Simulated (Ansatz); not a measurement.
Computed with DFT PBE, scalar-relativistic, plane waves, PAW in Ansatz. The final run on the 14-atom cell used 420 eV, a Γ-centred 12×12×2 mesh, 0.10 eV smearing and collinear spin.

Formation energies are uncorrected and refer to the elements' standard structures at the same level (Cl₂ as a molecule).

Question: Propose a candidate for a hexagonal metal made of Cl, Li and Sc, with a formation energy near −1.33 eV/atom, a density near 1.95 g/cm³ and a net moment near 0.1 μB per atom, in a cell of 14 atoms.

Answer: Li3ScCl3, space group P6_3mc (No. 186). Li on its first site has 3 Cl at 2.38 Å; around Li on its second site lie 4 Cl at 2.28–2.35 Å; around Sc lie 3 Cl at 3.04 Å; Cl on its first site is surrounded by 3 Li at 2.37 Å and 3 Sc at 3.04 Å; 3 more sites not described.

```cif
data_structure
_symmetry_space_group_name_H-M 'P6_3mc'
_symmetry_Int_Tables_number 186
_cell_length_a 3.6103
_cell_length_b 3.6103
_cell_length_c 25.9472
_cell_angle_alpha 90.000
_cell_angle_beta 90.000
_cell_angle_gamma 120.000
_cell_volume 292.90
loop_
_atom_site_label
_atom_site_type_symbol
_atom_site_symmetry_multiplicity
_atom_site_Wyckoff_symbol
_atom_site_fract_x
_atom_site_fract_y
_atom_site_fract_z
_atom_site_occupancy
Li1 Li 2 a 0.00000 0.00000 0.84908 1
Li2 Li 2 b 0.33333 0.66667 0.98084 1
Li3 Li 2 b 0.33333 0.66667 0.61057 1
Sc1 Sc 2 b 0.33333 0.66667 0.23942 1
Cl1 Cl 2 a 0.00000 0.00000 0.65402 1
Cl2 Cl 2 b 0.33333 0.66667 0.89303 1
Cl3 Cl 2 b 0.33333 0.66667 0.52304 1
```

* Volume per atom: 20.92 Å³
* Density: 1.95 g/cm³
* Formation energy: −1.33 eV/atom
* Gap on the 12×12×2 mesh of the 14-atom cell: 0 eV (a metal)
* Net moment per atom: 0.15 μB
* Moment by site: Sc 0.5 (×2) μB

The cell was found from a structure generator's guess, not taken from experiment. The answer needn't be unique; the calculation gave this one.

The magnetic state reached may not be the lowest. Symmetry constrained the relaxation, so the result can be a saddle point. Site moments count only spheres around the atoms; the net moment includes the space between them.
